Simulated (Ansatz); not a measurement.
A trial cell of SnF3 was relaxed with r2SCAN (plane waves to 500 eV, PAW, scalar-relativistic; Ansatz, a quantum-chemistry and plane-wave program).

Before: R32, hexagonal axes (No. 155), hR8; a = b = 6.0817 Å, c = 15.4075 Å, α = β = 90.00°, γ = 120.00°.

After relaxation:

Simulated powder pattern, Cu Kα, λ = 1.54184 Å (kinematic, ideal powder, no thermal factors, no anomalous dispersion; the 24 strongest lines at most, above 1 %, up to 2θ = 90°):

```json
[
 {"2θ (°)": "20.82", "I/Imax (%)": "100"},
 {"2θ (°)": "29.61", "I/Imax (%)": "41"},
 {"2θ (°)": "36.47", "I/Imax (%)": "5.8"},
 {"2θ (°)": "42.37", "I/Imax (%)": "25"},
 {"2θ (°)": "47.66", "I/Imax (%)": "42"},
 {"2θ (°)": "52.54", "I/Imax (%)": "17"},
 {"2θ (°)": "61.47", "I/Imax (%)": "15"},
 {"2θ (°)": "65.65", "I/Imax (%)": "19"},
 {"2θ (°)": "69.69", "I/Imax (%)": "7.5"},
 {"2θ (°)": "73.63", "I/Imax (%)": "3.2"},
 {"2θ (°)": "77.50", "I/Imax (%)": "4.6"},
 {"2θ (°)": "81.30", "I/Imax (%)": "8.1"},
 {"2θ (°)": "85.07", "I/Imax (%)": "9.0"}
]
```

### Question
Identify the relaxed structure from its pattern: crystal system, space group and cell.

### Answer
Cubic, Pm-3m (No. 221), cP4, ReO3 type; a = 4.2667 Å, b = 4.2667 Å, c = 4.2667 Å, α = 90.00°, β = 90.00°, γ = 90.00°. Sites: Sn 1b (0.500, 0.500, 0.500); F 3c (0.000, 0.500, 0.500).

### Question
Index the strongest lines.

### Answer
20.82° (100), 29.61° (110), 42.37° (200), 47.66° (210), 65.65° (221)+(300).

No spin polarisation in the result. The relaxed primitive cell holds an odd number of electrons. A magnetic state may lie lower.

The run could not lose the symmetry of its start, so the end can be a saddle point.

The relaxed structure here is a generated cell of SnF3: the first start was made by placing the elements on the sites of a structure type, and the end was not matched to a known phase here, so it may be hypothetical.
